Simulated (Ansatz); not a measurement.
# A vibration from a frozen displacement in Ti

Computed with Ansatz 0.2.0, DFT PBEsol, scalar-relativistic, plane waves, PAW. Settings: plane waves to 420 eV, k-mesh 10×10×10 (Γ-centred), Gaussian smearing 0.15 eV. No spin polarisation. Energies are free energies at this smearing, counted from the undisturbed cell; pressure is positive in compression.

The undisturbed cell (as given, not relaxed at this level; it stands at -0.3 GPa; this fcc form isn't the usual structure):

```
Ti
1.0
     4.06000   -4.06000    0.00000
     4.06000    0.00000    4.06000
     0.00000   -4.06000    4.06000
Ti
8
Direct
  0.50000 0.00000 0.00000
  0.50000 0.00000 0.50000
  0.50000 0.50000 0.00000
  0.50000 0.50000 0.50000
  0.00000 0.00000 0.00000
  0.00000 0.00000 0.50000
  0.00000 0.50000 0.00000
  0.00000 0.50000 0.50000
```

Atom 1 (Ti) is moved by x along the Cartesian unit vector (0.707, 0.707, 0.000); the cell and all other atoms stay fixed. The cell's volume is 133.85 Å³; the moved atoms weigh 47.867 u together and the others 335.069 u. Some rows repeat others by symmetry and weren't run.

| x (Å) | ΔE (meV/cell) | total force on the moved atoms along the move (eV/Å) | pressure (GPa) |
| --- | --- | --- | --- |
| -0.3000 | 209.06 | 1.5802 | 0.3628 |
| -0.2700 | 164.89 | 1.3661 | 0.2407 |
| -0.2400 | 126.95 | 1.1653 | 0.1309 |
| -0.2100 | 94.83 | 0.9788 | 0.0335 |
| -0.1800 | 68.08 | 0.8064 | -0.0510 |
| -0.1500 | 46.31 | 0.6476 | -0.1226 |
| -0.1200 | 29.11 | 0.5011 | -0.1812 |
| -0.0900 | 16.13 | 0.3654 | -0.2267 |
| -0.0600 | 7.09 | 0.2386 | -0.2591 |
| 0.0000 | 0.00 | 0.0000 | -0.2850 |
| 0.0600 | 7.09 | -0.2386 | -0.2591 |
| 0.0900 | 16.13 | -0.3654 | -0.2267 |
| 0.1200 | 29.11 | -0.5011 | -0.1812 |
| 0.1500 | 46.31 | -0.6476 | -0.1226 |
| 0.1800 | 68.08 | -0.8064 | -0.0510 |
| 0.2100 | 94.83 | -0.9788 | 0.0335 |
| 0.2400 | 126.95 | -1.1653 | 0.1309 |
| 0.2700 | 164.89 | -1.3661 | 0.2407 |
| 0.3000 | 209.06 | -1.5802 | 0.3628 |

Problem. What frequency belongs to this motion?

Solution. The force constant is k = −dF/dx = 3.976 eV/Å², from the parabola through x = -0.0600, 0 and 0.0600. In every cell the moved atoms swing against the rest, so the mass is μ = m₁m₂/(m₁ + m₂) = 41.884 u, and ν̃ = 521.5 cm⁻¹ × √(|k|/μ) = 161 cm⁻¹. The pattern needn't be a normal mode: ν̃² is then a weighted mean of the squared nonzero frequencies at the zone centre of this cell, so it lies between the lowest and the highest of them.

Problem. How far does the harmonic law reach?

Solution. At x = -0.300 Å, kx²/2 = 178.93 meV against the computed 209.06 meV (+16.8 %): the well stiffens in this direction at large amplitude.

Problem. The pressure changes with x². What does that say about the frequency under compression?

Solution. With E = k(V)x²/2, k ∝ V^(−2γ) and x scaling with the cell as V^(1/3), P − P0 = −∂E/∂V = (2γ − 2/3) ΔE/V. At x = 0.0900 Å, V(P − P0) = 133.85 × 0.05827 / 160.2 eV = 48.68 meV and ΔE = 16.13 meV, so γ = 1/3 + V(P − P0)/(2ΔE) = 1.84. This is the Grüneisen parameter of the motion under uniform scaling of the cell: shrinking the cell evenly by 1 % in volume raises the frequency by about 1.84 %.

In a metal these slopes depend on the k mesh and the smearing.